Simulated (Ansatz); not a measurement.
CaPd3O4 (space group Pm-3n)

```yaml
crystal:
  lattice:
    - [5.72639, 0.00000, 0.00000]
    - [0.00000, 5.72639, 0.00000]
    - [0.00000, 0.00000, 5.72639]
  atoms:
    - { symbol: Ca, position: [0.50000, 0.50000, 0.50000] }
    - { symbol: Ca, position: [0.00000, 0.00000, 0.00000] }
    - { symbol: Pd, position: [0.00000, 0.50000, 0.25000] }
    - { symbol: Pd, position: [0.00000, 0.50000, 0.75000] }
    - { symbol: Pd, position: [0.25000, 0.00000, 0.50000] }
    - { symbol: Pd, position: [0.75000, 0.00000, 0.50000] }
    - { symbol: Pd, position: [0.50000, 0.25000, 0.00000] }
    - { symbol: Pd, position: [0.50000, 0.75000, 0.00000] }
    - { symbol: O, position: [0.25000, 0.25000, 0.25000] }
    - { symbol: O, position: [0.75000, 0.75000, 0.75000] }
    - { symbol: O, position: [0.25000, 0.75000, 0.75000] }
    - { symbol: O, position: [0.75000, 0.25000, 0.25000] }
    - { symbol: O, position: [0.75000, 0.75000, 0.25000] }
    - { symbol: O, position: [0.25000, 0.25000, 0.75000] }
    - { symbol: O, position: [0.75000, 0.25000, 0.75000] }
    - { symbol: O, position: [0.25000, 0.75000, 0.25000] }
```

The slice is a {100} plane (indices of the conventional cell) through the point (0.000, 0.500, 0.750) (fractional), spanned by u = [100] and v = [010] in vectors of this cell: u (5.73 Å) and v (5.73 Å, at 90° to u). It covers one period; positions are fractions (u, v).

Method: PBEsol (plane waves to 420 eV, PAW, scalar-relativistic; Ansatz, a program for electronic structure). k mesh 7×7×7. Near the nuclei the fields are pseudised (PAW); where an atom keeps semicore shells as valence, they peak there. At this level the bands of CaPd3O4 touch or barely overlap. CaPd3O4 is run without spin polarisation and with no Hubbard U. CaPd3O4 was relaxed with its symmetry unable to fall.

Three fields on this plane, each scaled to ten steps between its own extremes (0 low, 9 high; the total valence density on a logarithmic scale, the potential cut 8 eV below its top; x marks points blanked near nuclei; v = 0 in the bottom row):

Map A
```
|xxxxx0578887666667888750xxxx|
|xxxx005688877666778886500xxx|
|xxxx02xxx78877677887xxx20xxx|
|xx00xxxxxxx7777777xxxxxxx00x|
|0002xxxxxxx7777777xxxxxxx200|
|455xxxxxxxxx77777xxxxxxxxx55|
|776xxxxxxxxx67776xxxxxxxxx67|
|888xxxxxxxxx78887xxxxxxxxx88|
|8887xxxxxxx6888886xxxxxxx788|
|8888xxxxxxx8899988xxxxxxx888|
|777877xxx68899999886xxx77877|
|6677777678899999998876777776|
|6667777788999999999887777766|
|5666777788999999999887777666|
|6667777788999999999887777766|
|6677777678899999998876777776|
|777877xxx68899999886xxx77877|
|8888xxxxxxx8899988xxxxxxx888|
|8887xxxxxxx6888886xxxxxxx788|
|888xxxxxxxxx78887xxxxxxxxx88|
|776xxxxxxxxx67776xxxxxxxxx67|
|455xxxxxxxxx77777xxxxxxxxx55|
|0002xxxxxxx7777777xxxxxxx200|
|xx00xxxxxxx7777777xxxxxxx00x|
|xxxx02xxx78877677887xxx20xxx|
|xxxx005688877666778886500xxx|
|xxxxx0578887666667888750xxxx|
|xxxxx0478887665667888740xxxx|
```

Map B
```
|xxxxx2111000000000001112xxxx|
|xxxx323454210000012454323xxx|
|xxxx25xxx97310001379xxx52xxx|
|xx32xxxxxxx7210127xxxxxxx23x|
|3225xxxxxxx9410149xxxxxxx522|
|113xxxxxxxxx41014xxxxxxxxx31|
|014xxxxxxxxx41014xxxxxxxxx41|
|015xxxxxxxxx31013xxxxxxxxx51|
|0049xxxxxxx7210127xxxxxxx940|
|0027xxxxxxx4100014xxxxxxx720|
|001379xxx74200000247xxx97310|
|0001244432100000001234442100|
|0000111111000000000111111000|
|0000000000000000000000000000|
|0000111111000000000111111000|
|0001244432100000001234442100|
|001379xxx74200000247xxx97310|
|0027xxxxxxx4100014xxxxxxx720|
|0049xxxxxxx7210127xxxxxxx940|
|015xxxxxxxxx31013xxxxxxxxx51|
|014xxxxxxxxx41014xxxxxxxxx41|
|113xxxxxxxxx41014xxxxxxxxx31|
|3225xxxxxxx9410149xxxxxxx522|
|xx32xxxxxxx7210127xxxxxxx23x|
|xxxx25xxx97310001379xxx52xxx|
|xxxx323454210000012454323xxx|
|xxxxx2111000000000001112xxxx|
|xxxxx3100000000000000013xxxx|
```

Map C
```
|xxxxx8543211100011123458xxxx|
|xxxx976654321111123456679xxx|
|xxxx98xxx75432223457xxx89xxx|
|xx99xxxxxxx6432346xxxxxxx99x|
|8878xxxxxxx7533357xxxxxxx878|
|556xxxxxxxxx64346xxxxxxxxx65|
|346xxxxxxxxx64346xxxxxxxxx64|
|235xxxxxxxxx54345xxxxxxxxx53|
|1247xxxxxxx7432347xxxxxxx742|
|1135xxxxxxx5322235xxxxxxx531|
|012467xxx75321112357xxx76421|
|0113456654321000123456654311|
|0012334443210000012344433210|
|0012233332210000012233332210|
|0012334443210000012344433210|
|0113456654321000123456654311|
|012467xxx75321112357xxx76421|
|1135xxxxxxx5322235xxxxxxx531|
|1247xxxxxxx7432347xxxxxxx742|
|235xxxxxxxxx54345xxxxxxxxx53|
|346xxxxxxxxx64346xxxxxxxxx64|
|556xxxxxxxxx64346xxxxxxxxx65|
|8878xxxxxxx7533357xxxxxxx878|
|xx99xxxxxxx6432346xxxxxxx99x|
|xxxx98xxx75432223457xxx89xxx|
|xxxx976654321111123456679xxx|
|xxxxx8543211100011123458xxxx|
|xxxxx8532110000000112358xxxx|
```

Assign the maps to these fields: electron localisation function (ELF); valence electron density; electrostatic potential energy of an electron, from the cell's mean.

A is the electrostatic potential energy of an electron, from the cell's mean; B is the electron localisation function (ELF); C is the valence electron density.
